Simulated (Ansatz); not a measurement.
The relaxed structure here is a generated cell of ZrN: the first start was made by placing the elements on the sites of a structure type, and the end was not matched to a known phase here, so it may be hypothetical. Known forms of ZrN include space group No. 225.

A relaxed structure of ZrN. Space group P4/mmm (No. 123). All values below come from PBE (plane waves to 420 eV, PAW, scalar-relativistic; Ansatz, a quantum-chemistry and plane-wave program).

```cif
data_NZr
_chemical_formula_sum 'Zr1 N1'
_space_group_name_H-M_alt 'P 1'
_space_group_IT_number 1
_cell_length_a 3.09407
_cell_length_b 3.09407
_cell_length_c 3.50923
_cell_angle_alpha 90.000
_cell_angle_beta 90.000
_cell_angle_gamma 90.000
loop_
_space_group_symop_operation_xyz
  'x, y, z'
loop_
_atom_site_label
_atom_site_type_symbol
_atom_site_fract_x
_atom_site_fract_y
_atom_site_fract_z
_atom_site_occupancy
Zr1 Zr 0.50000 0.50000 0.00000 1
N1 N 0.00000 0.00000 0.00000 1
```

- Volume per atom: 16.80 Å³
- Density: 5.20 g/cm³
- Band gap: no gap (metallic)
- Shortest distances: N–Zr 2.19 Å; Zr–Zr 3.09 Å; N–N 3.09 Å
- k-mesh: 15×15×13

Band energies at high-symmetry points (eV from the Fermi level; labels of this space group; no spin-orbit coupling), from −5 eV up to 3.3 eV:

```
point                           energies
-----  ---------------------------------
Γ          -2.47 -1.67 -1.61 -1.38 -1.38
X                      -4.59 -2.90 -1.00
M       -2.40 -2.40 -1.10 0.16 1.33 1.33
Z      -3.98 -1.33 -1.28 -1.28 2.41 2.41
R                  -4.76 -4.49 2.88 3.00
A          -2.28 -2.08 -2.08 -0.83 -0.83
```

No spin polarisation in the result. The relaxed primitive cell holds an odd number of electrons. A magnetic state may lie lower.

The run could not lower the symmetry of its start; a shaken copy of this end point relaxes with PBE to Fm-3m (No. 225), 0.75 eV/atom lower.
